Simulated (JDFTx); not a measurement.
surface: Ca(111)
bulk: Ca, Fm-3m, lattice of mp-45 (not re-optimised)
slab: 3 atoms in 3 planes, 1x1, 6.3 Å between the outermost planes
in-plane cell: 3.943 × 3.943 Å, 13.47 Å²
cell height: 22.4 Å
sampling: 6×6×1 k mesh, Fermi smearing 0.01 Ha, no spin polarisation

Computed with a modified build of JDFTx: PBE, GBRV ultrasoft potentials, plane waves to 20/100 Ha. Liquid: SCCS (g09 parameters), water, 0.5 M NaF. The neutral cell holds 30 valence electrons and has two faces of 13.467 Å² each. Last filling lines of the neutral and of a charged run (μ in hartree, zero in the bulk liquid):

```
FillingsUpdate:  mu: -0.098194052  nElectrons: 30.000000
FillingsUpdate:  mu: -0.084156000  nElectrons: 30.038439
```

A calculation by hand: both potentials, by the convention U = −μ/e − 4.44 V vs SHE, the surface charge density and the mean capacitance.

U_pzc = 0.09819 × 27.2114 − 4.44 = -1.77 V; U = 0.08416 × 27.2114 − 4.44 = -2.15 V. The cell has 0.0384 excess electrons, a net charge of -0.0384 e, shared by two faces: σ = -0.0384 e / (2 × 13.467 Å²) = -0.00143 e/Å² = -2.3 μC/cm² (1 e/Å² = 1602.18 μC/cm²). C = σ/(U − U_pzc) = -2.3/-0.38 ≈ 6 μF/cm².
